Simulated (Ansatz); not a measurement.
SiC in space group P6_222 (No. 180; Si on 3d, C on 3c), r²SCAN in the plane-wave PAW code Ansatz. The conduction-band minimum lies at M, with 3 equivalent valleys. Second derivatives d²E/dk² of the lowest band at one valley (eV·Å²), along Cartesian directions:…

| direction | d²E/dk² |
|---|---|
| [100] | 11.96 |
| [010] | 17.31 |
| [001] | 43.17 |
| [110] | 14.61 |
| [101] | 27.54 |
| [011] | 30.22 |

Task: Find the principal effective masses, the density-of-states mass and the conductivity mass.

Result: Off-diagonal terms follow from H_xy = H[110] − (H_xx + H_yy)/2, and m*/mₑ = 7.620 eV·Å² over each eigenvalue: 0.18, 0.44, 0.64. One valley's DOS mass (m₁m₂m₃)^(1/3) = 0.37, conductivity mass 3/(Σ 1/mᵢ) = 0.32 mₑ.

Task: What effective density of states Nc follows at 300 K for parabolic valleys?

Result: Nc = 2.509e19 × 3 × (0.37)^(3/2) ≈ 1.7e19 cm⁻³.

The start of the workflow was typed in or built on a structure type; neither database checked (COD, Materials Project) lists it. It is not the phase usual at ambient conditions (space group No. 186, 216). The cell was relaxed with r²SCAN under the symmetry of its start; whether a distortion lowers the energy is not shown. Its formation energy is positive at this level, so the cell may be metastable or incomplete.

Potentials: the later of the program's two PAW sets.

Edges and masses are those of Kohn–Sham bands, whose gap is no quasiparticle gap.
